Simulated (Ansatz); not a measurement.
HgTe (zinc blende)

```
HgTe
1.0
    0.00000     3.32535     3.32535
    3.32535     0.00000     3.32535
    3.32535     3.32535     0.00000
Te Hg
1 1
Direct
  0.75000   0.75000   0.75000
  0.00000   0.00000   0.00000
```

The slice is a {100} plane (indices of the conventional cell) through the point (0.750, 0.750, 0.750) (fractional), spanned by u = [100] and v = [0 1 -1] in vectors of this cell: u (4.70 Å) and v (4.70 Å, at 90° to u). It covers one period; positions are fractions (u, v).

These are PBE (plane waves to 420 eV, PAW, scalar-relativistic; Ansatz, a quantum-chemistry and plane-wave program) values and carry that method's errors. k mesh 12×12×12. Inside the PAW spheres the values are not all-electron values, and peaks at nuclei hang on which shells count as valence. At this level the bands of HgTe touch or barely overlap. HgTe was relaxed with its symmetry unable to fall. Spin-orbit coupling is left out, though Hg and Te are heavy. The PAW data are Ansatz's earlier set. The relaxed volume of HgTe is well above the measured one; the method has no dispersion term.

Problem. Predict the map of the electrostatic potential energy of an electron, from the cell's mean on the slice.

Solution. 
```
|xxxxx04788888740xxxx|
|xxxx0157888887510xxx|
|xxxx0478888888740xxx|
|xx00368899999886300x|
|00146789999999876410|
|44578899999999988754|
|77788999999999998877|
|78889999999999999888|
|88889999999999999888|
|88889999999999999888|
|88889999999999999888|
|78889999999999999888|
|77788999999999998877|
|44578899999999988754|
|00146789999999876410|
|xx00368899999886300x|
|xxxx0478888888740xxx|
|xxxx0157888887510xxx|
|xxxxx04788888740xxxx|
|xxxxx04778887740xxxx|
```
Scale: ten equal steps from -2.00 (start of '0') to 6.18 (end of '9'), in the order '0123456789'. Values: electrostatic potential energy of an electron, from the cell's mean, in eV. The map has 20 points along u (one character each, u = 0 at the left) and 20 along v (v = 0 in the bottom row). Points within 1 Å of a nucleus are blanked (x), as the pseudised field means little there. Values under -2 eV are set to -2. The zero, the cell's mean, hangs on the PAW cores.
